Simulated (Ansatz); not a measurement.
LaZnIn in space group P6_3/mmc (No. 194; La on 2a, Zn on 2d, In on 2c), PBE in the plane-wave PAW code Ansatz, all energies at zero smearing, with the estimated change up to a 700 eV cutoff added, with one set of potentials and settings (totals compare only within such a set). Cell of 6 atoms (2 La, 2 Zn, 2 In): -30337.275 eV.

```
element                reference phase  E (eV/atom)
-------  -----------------------------  -----------
La       P6_3/mmc, 4 atoms in the cell   -6250.3045
Zn           C2/m, 3 atoms in the cell   -3319.0322
In         I4/mmm, 1 atoms in the cell   -5597.9156
```

Formation energy per atom, worked out: (-30337.275 − 2×(-6250.3045) − 2×(-3319.0322) − 2×(-5597.9156))/6 = -0.462 eV/atom (-45 kJ per mol of atoms), at 0 K, without zero-point energy or fitted corrections.

The workflow started from a Materials Project entry (that database holds measured and hypothetical structures alike); the Crystallography Open Database copy checked does not list it. With Zn and In taken as one species the cell has the higher symmetry P6/mmm, so it may be an ordered model of a mixed-site phase. Its standing as an ambient phase is unchecked. Symmetry was held in the PBE relaxation; its stability against distortions is not shown here. The references are the lowest solids computed at this level, not always the standard phases. Scalar-relativistic: spin–orbit coupling is off unless named, which matters more the heavier the elements.

Potentials: the earlier of the program's two PAW sets.
